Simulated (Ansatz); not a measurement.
Molecular dynamics on a 2×2×1 supercell (16 atoms) of Si3Ge (ordering on diamond), relaxed with r2SCAN. Forces come from PBEsol in the plane-wave code Ansatz: a Nosé-Hoover thermostat at fixed volume, 200 K, steps of 1.5 fs. Classical nuclei, no spin polarisation; a few dozen steps show the first response, not equilibrium. The structure comes from a prototype and may be hypothetical.

```yaml
crystal:
  lattice:
    - [7.7761932354, 0.0, 0.0]
    - [0.0, 7.7761932354, 0.0]
    - [0.0, 0.0, 5.4836775972]
  atoms:
    - { symbol: Si, position: [0.25, 0.0, 0.754877492] }
    - { symbol: Si, position: [0.25, 0.25, 0.0] }
    - { symbol: Si, position: [0.0, 0.25, 0.245122508] }
    - { symbol: Ge, position: [0.0, 0.0, 0.5] }
    - { symbol: Si, position: [0.25, 0.5, 0.754877492] }
    - { symbol: Si, position: [0.25, 0.75, 0.0] }
    - { symbol: Si, position: [0.0, 0.75, 0.245122508] }
    - { symbol: Ge, position: [0.0, 0.5, 0.5] }
    - { symbol: Si, position: [0.75, 0.0, 0.754877492] }
    - { symbol: Si, position: [0.75, 0.25, 0.0] }
    - { symbol: Si, position: [0.5, 0.25, 0.245122508] }
    - { symbol: Ge, position: [0.5, 0.0, 0.5] }
    - { symbol: Si, position: [0.75, 0.5, 0.754877492] }
    - { symbol: Si, position: [0.75, 0.75, 0.0] }
    - { symbol: Si, position: [0.5, 0.75, 0.245122508] }
    - { symbol: Ge, position: [0.5, 0.5, 0.5] }
kpoints:
  mp_grid: { grid: [2, 2, 2] }
hamiltonian:
  xc: pbesol
scf:
  occupations: { method: fermi_dirac, width: 0.02 }
md:
  ensemble: nvt_nose_hoover
  temperature: 200
  timestep: 1.5
  n_steps: 40
  initial_velocities: maxwell_boltzmann
  seed: 9692
```

Command: `ansatz run input.yaml --threads 4 --pin off --max-ram 3686MiB --backend cpu --events-out ev --progress --plain --runs-dir out`. Wall time 67 s on 4 threads of Arm Neoverse V1 (shared host); peak host memory 0.98 GiB.

```tsv
step	t (fs)	T (K)	free energy F from step 0 (meV/atom)	kinetic energy (meV/atom)	largest force (eV/Å)
0	0	200	0.0	24.2	0.05
1	1.5	198	0.2	24.0	0.15
2	3	194	0.8	23.5	0.30
3	4.5	186	1.7	22.6	0.45
4	6	176	2.9	21.4	0.59
5	7.5	165	4.3	20.0	0.72
6	9	152	5.9	18.4	0.84
7	10.5	138	7.5	16.7	0.95
8	12	124	9.2	15.1	1.04
9	13.5	112	10.8	13.5	1.12
10	15	100	12.2	12.1	1.18
11	16.5	91	13.3	11.0	1.22
12	18	83	14.2	10.1	1.24
13	19.5	78	14.9	9.5	1.24
14	21	76	15.1	9.2	1.23
15	22.5	76	15.1	9.3	1.19
16	24	79	14.8	9.6	1.13
17	25.5	84	14.3	10.1	1.06
18	27	90	13.6	10.9	0.97
19	28.5	97	12.7	11.8	0.88
20	30	105	11.8	12.7	0.83
21	31.5	113	10.9	13.7	0.80
22	33	120	10.0	14.6	0.78
23	34.5	127	9.3	15.4	0.75
24	36	132	8.8	16.0	0.71
25	37.5	135	8.5	16.4	0.67
26	39	136	8.4	16.5	0.62
27	40.5	136	8.5	16.4	0.57
28	42	133	8.9	16.1	0.55
29	43.5	128	9.6	15.6	0.62
30	45	122	10.4	14.8	0.70
31	46.5	115	11.4	13.9	0.76
32	48	107	12.5	12.9	0.82
33	49.5	98	13.6	11.9	0.87
34	51	89	14.7	10.8	0.91
35	52.5	81	15.8	9.8	0.93
36	54	74	16.7	8.9	0.94
37	55.5	67	17.6	8.2	0.97
38	57	63	18.2	7.6	1.00
39	58.5	59	18.7	7.2	1.02
40	60	57	18.9	7.0	1.02
```

The temperature goes from 200 K to 57 K in 60 fs. The thermostat hasn't had time to restore it. The atoms start on their lattice sites with kinetic energy alone, so much of it first passes into potential energy. By the last step the atoms have moved 0.10 Å in the root mean square, the drift of the whole cell taken out, 0.18 Å at most.

Positions (Å) and forces (eV/Å) at step 40:
```
Si   1.979   0.086   4.243     0.278  -0.728  -0.123
Si   1.921   2.040   0.010     0.279  -0.190   0.449
Si   0.027   1.911   1.391    -0.175   0.130  -0.060
Ge   0.151  -0.091   2.732    -0.553   0.447   0.028
Si   1.871   3.864   4.074    -0.024   0.793  -0.150
Si   1.963   5.818   0.015    -0.244  -0.115  -0.805
Si  -0.001   5.823   1.256    -0.212  -0.014   0.226
Ge  -0.128   3.934   2.688     0.127  -0.457   0.535
Si   5.891  -0.036   4.044     0.169  -0.191   0.532
Si   5.880   1.856   0.007    -0.091  -0.313   0.132
Si   3.916   2.024   1.340    -0.126  -0.722  -0.155
Ge   3.899   0.036   2.784    -0.310   0.150  -0.609
Si   5.742   3.791   4.220     0.622   0.771  -0.255
Si   5.775   5.822   0.003     0.114   0.064  -0.384
Si   3.839   5.831   1.352     0.482   0.478   0.509
Ge   3.885   3.918   2.755    -0.335  -0.101   0.131
```
